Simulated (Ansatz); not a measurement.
A scan (energy against volume; even scaling of the relaxed cell, symmetry kept) gave these values. All values below come from PBE (plane waves to 420 eV, PAW, scalar-relativistic; Ansatz, a program for electronic structure).

The bulk modulus B₀ (third-order Birch-Murnaghan fit) is 18.5 GPa and the pressure derivative B₀′ (fit) is 4.7. The equilibrium volume of the fit comes out as 43.26 Å³/atom.

Question: Of these crystals, all scanned alike, which one is it?
(A) W (bcc, W type)
(B) ZnSe (zinc blende)
(C) ZrO₂ (fluorite)
(D) CsPbBr₃ (cubic perovskite)

Answer: D, CsPbBr₃ (cubic perovskite). The others have, for the bulk modulus: ZnSe 56.6 GPa, ZrO2 236 GPa, W 304 GPa

All were relaxed with their symmetry unable to fall. Spin-orbit coupling is left out. This is a high-temperature form of CsPbBr3. This is a high-temperature form of ZrO2. W is run without spin polarisation. ZrO2 is run without spin polarisation.

(Under strain, the slope of the energy per volume gives the stress and its curvature an elastic modulus.)
